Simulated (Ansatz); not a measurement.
The cell below belongs to a search over invented structures; it isn't taken from experiment.

Input and command of a plane-wave DFT calculation in Ansatz:

```yaml
crystal:
  lattice:
    - [4.33168379, 0.0, 0.0]
    - [0.0, 4.33168379, 0.0]
    - [0.0, 0.0, 5.00175908]
  atoms:
    - { symbol: Sc, position: [0.5, 0.5, 0.5] }
    - { symbol: Sc, position: [0.5, 0.5, 0.0] }
    - { symbol: Sc, position: [0.0, 0.0, 0.5] }
    - { symbol: B, position: [0.0, 0.0, 0.0] }
    - { symbol: "N", position: [0.0, 0.5, 0.5], spin: 1.0 }
    - { symbol: "N", position: [0.5, 0.0, 0.5], spin: 1.0 }
basis:
  ecutwfc: 420
kpoints:
  mp_grid: { grid: [4, 4, 4] }
hamiltonian:
  xc: pbe
scf:
  occupations: { method: gaussian, width: 0.1 }
  lower_state_search: "off"
output:
  forces: true
  stress: true
  eigenvalues: true
  populations: true
magnetization:
  spin_polarized: true
relax:
  adjacent_minimum: "off"
  f_tol: 0.04
  max_steps: 70
  cell: { stress_tol: 0.4 }
```

```bash
ansatz run input.yaml --threads 1 --pin off --max-ram 2560MiB --backend cpu --events-out ev --progress --plain --runs-dir out
```

Processor: AMD EPYC (Zen 3), 1 thread, on a host shared with other jobs.

How long does it run, and how much memory does it take?

About 3.5 min, peak memory 0.47 GiB. It solves 30 bands at 18 k points (after reduction by symmetry) with about 2149 plane waves (on the last cell), in 112 SCF iterations over 9 ionic steps.
